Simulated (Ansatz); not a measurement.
The start is a relaxed TiC cell displaced along its unstable phonon at q = Γ (82i cm⁻¹), largest move 0.15 Å. Cell shape, volume and atoms are optimised at zero target pressure with PBEsol (plane waves to 420 eV, PAW, scalar-relativistic; Ansatz, a quantum-chemistry and plane-wave program). First-step values are on the input's coarse k-mesh.

Ansatz input (later rounds restart from its end on a renewed k-mesh):
Ansatz 0.2 input:
```yaml
crystal:
  lattice:
    - [3.9777688186, 0, 0]
    - [0, 3.9777688186, 0]
    - [0, 0, 2.5866914833]
  atoms:
    - { symbol: C, position: [0, 0.5, 0.2975029165] }
    - { symbol: C, position: [0.5, 0, 0.7024970835] }
    - { symbol: Ti, position: [0, 0, -0.0579891344] }
    - { symbol: Ti, position: [0.5, 0.5, 0.0579891344] }
basis: { ecutwfc: 420, ecutrho_ratio: 4, xc_grid: 2, fft_grid_basis: typed }
kpoints: { mp_grid: { grid: [8, 8, 12] } }
hamiltonian:
  xc: pbesol
  dispersion: none
  pseudopotentials: { azcp: { folder: ./paw }, kind: paw }
scf: { occupations: { method: fermi_dirac, width: 0.05 } }
relax: { f_tol: 0.01, max_steps: 100, cell: { stress_tol: 0.02 } }
output: { forces: true, stress: true }
```

### Question
By how much does the energy per atom fall from start to end?

### Answer
0.91 eV/atom.

### Question
How does the volume per atom move from start to end?

### Answer
-3.4 %, from 10.23 to 9.89 Å³/atom.

### Question
Does it find its way back to the structure it was made from?

### Answer
It does not go back: it reaches Fm-3m (No. 225), rock salt type, 0.92 eV/atom below the parent.

### Question
How do the shortest distances between atoms change?

### Answer
The closest pairs of elements (up to four, under 3.6 Å), start → end: C–Ti 2.08 → 2.15 Å; C–C 2.59 → 3.04 Å; Ti–Ti 2.59 → 3.04 Å.

### Question
Is the relaxed structure metallic? Give its gap.

### Answer
Zero (metallic).

### Question
What does it relax into? Give the structure.

### Answer

```cif
data_C4Ti4
_chemical_formula_sum 'C4 Ti4'
_space_group_name_H-M_alt 'Fm-3m'
_space_group_IT_number 225
_space_group_name_Hall '-F 4 2 3'
_cell_length_a 4.29290
_cell_length_b 4.29290
_cell_length_c 4.29290
_cell_angle_alpha 90.000
_cell_angle_beta 90.000
_cell_angle_gamma 90.000
loop_
_atom_site_label
_atom_site_type_symbol
_atom_site_symmetry_multiplicity
_atom_site_Wyckoff_symbol
_atom_site_fract_x
_atom_site_fract_y
_atom_site_fract_z
_atom_site_occupancy
C1 C 4 b 0.50000 0.50000 0.50000 1
Ti1 Ti 4 a 0.00000 0.00000 0.00000 1
```
(The calculation used a cell of 2 atoms; values per cell refer to that cell.)

Final values are on a 19×19×19 k-mesh of the relaxed cell. No spin polarisation in the result.

The run could not lose the symmetry of its start.

Of the parent cell (P4/nmm (No. 129)): it is a generated cell of TiC: the first start was made by placing the elements on the sites of a structure type, and the end was not matched to a known phase here, so it may be hypothetical. Known forms of TiC include space group No. 225.
